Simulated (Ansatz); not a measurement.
BAs (zinc blende) was relaxed and computed twice in Ansatz (plane waves, PAW), once with LDA and once with PBE.

```
                                                                         run 1                                                                      run 2
------------------------------------  ----------------------------------------  -------------------------------------------------------------------------
cell                                  a = b = c = 4.7323 Å, α = β = γ = 90.00°  a = 4.809 Å, b = 4.809 Å, c = 4.809 Å, α = 90.00°, β = 90.00°, γ = 90.00°
gap (eV)                                                                  1.10                                                                       1.20
ΔH_f (eV/atom)                                                           -0.04                                                                      -0.03
B₀ by P(V) fit (GPa)                                                       147                                                                        131
K_Hill (GPa)                                                               147                                                                        132
G_Hill (GPa)                                                               134                                                                        126
ε∞                                                                        9.66                                                                       9.86
ε0                                                                        9.78                                                                       9.94
highest Γ mode, no LO–TO term (cm⁻¹)                                       700                                                                        677
electron conductivity mass (mₑ)                                           0.29                                                                       0.30
Θ_D (K)                                                                    691                                                                        673
```

Problem. Which run used which functional?

Solution. Run 1 is LDA, run 2 is PBE.

All cells were relaxed under the symmetry of their starts (and spin orders); stability against distortions was not tested throughout. Scalar-relativistic: spin–orbit coupling is off unless named, which matters more the heavier the elements.

Potentials: the later of the program's two PAW sets.

Ansatz (a quantum-chemistry and plane-wave program) is a plane-wave DFT program.

Formation energies count from the lowest solids of the elements computed at the same level, not from gases.
